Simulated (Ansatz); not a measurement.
Q: Top zone-centre frequency (without the LO–TO term) from PBE minus that from r²SCAN (% of the latter), each on its own relaxed cell (Ansatz, a program for electronic structure, plane waves, PAW; no spin–orbit coupling, no Hubbard U), over 16 phases of the class «halides»: what sign and size do you expect?

A: Mean -12 %, median -13 %, mean absolute 12 %; eight in ten lie between -16 and -8 %, and 0 % are above zero.

Some cases that may be named, with their rank among the 16 from the lowest: AgCl, rock salt -20 % (rank 1); LiF, rock salt -17 % (rank 2); LiCl, rock salt -13 % (rank 8); KI, rock salt -13 % (rank 9); SrCl2, fluorite -7 % (rank 15); PbF2, fluorite -6 % (rank 16).

The phases are those computed here (of each formula those with measured values and the lowest at some level), not a balanced benchmark, and neither functional is the truth. Pairs that end in unlike spin orders or unlike minima (c/a over 6 % apart, 30 % for weakly bound crystals), magnets with 4f shells, solids of gases and phases set aside for tests are left out, and so are metals.

All cells were relaxed under the symmetry of their starts (and spin orders); stability against distortions was not tested throughout. Named crystals with no word on spin ran without spin polarisation. Spin–orbit coupling is left out wherever it is not named.

Potentials: the later of the program's two PAW sets.

Ansatz is a plane-wave DFT program.
